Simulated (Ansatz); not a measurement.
LiTaO₃:
Space group P4mm (No. 99); a = b = 3.894 Å, c = 3.958 Å, α = β = γ = 90.00°

```json
[
 {"atom": "Ta", "site": "1b", "symmetry": "4mm", "x": "0.5000", "y": "0.5000", "z": "0.4052"},
 {"atom": "Li", "site": "1a", "symmetry": "4mm", "x": "0.0000", "y": "0.0000", "z": "0.1590"},
 {"atom": "O", "site": "1b", "symmetry": "4mm", "x": "0.5000", "y": "0.5000", "z": "0.8667"},
 {"atom": "O", "site": "2c", "symmetry": "2mm.", "x": "0.0000", "y": "0.5000", "z": "0.3376"}
]
```

Relaxed with LDA.

### Question
Give the optical modes at the zone centre with their infrared and Raman activity from DFPT, the program Ansatz at the LDA level (PAW).

### Answer
Transverse frequencies, without the LO–TO term; a row sums one degenerate level.

| ω (cm⁻¹) | degeneracy | IR ((D/Å)²/amu) | Raman (Å⁴/amu) | activity | symmetry |
|---|---|---|---|---|---|
| 190 | 2 | 59.32 | 63 | IR+Raman | E |
| 203 | 2 | 0.07 | 21 | IR+Raman | E |
| 215 | 1 | 1.00 | 13 | IR+Raman | A1 |
| 270 | 1 | 0.00 | 8.4 | Raman | B1 |
| 312 | 1 | 20.22 | 170 | IR+Raman | A1 |
| 313 | 2 | 2.33 | 0.89 | IR+Raman | E |
| 631 | 2 | 69.22 | 51 | IR+Raman | E |
| 703 | 1 | 34.86 | 790 | IR+Raman | A1 |

### Question
How high does the top mode go among those that the LO–TO term moves?

### Answer
891 cm⁻¹ for q along x, 891 cm⁻¹ for q along y, 925 cm⁻¹ for q along z.

The start of the workflow was typed in or built on a structure type; neither database checked (COD, Materials Project) lists it. It is not the phase usual at ambient conditions (space group No. 161). The LDA relaxation kept the symmetry of its start. At this level the phase is dynamically unstable (imaginary phonons). The run is not spin-polarised. Scalar-relativistic: spin–orbit coupling is off unless named, which matters more the heavier the elements.

Potentials: the earlier of the program's two PAW sets. The files were generated under PBE; for other functionals the program regenerates the frozen cores, and for LDA and PBEsol the local potential too.
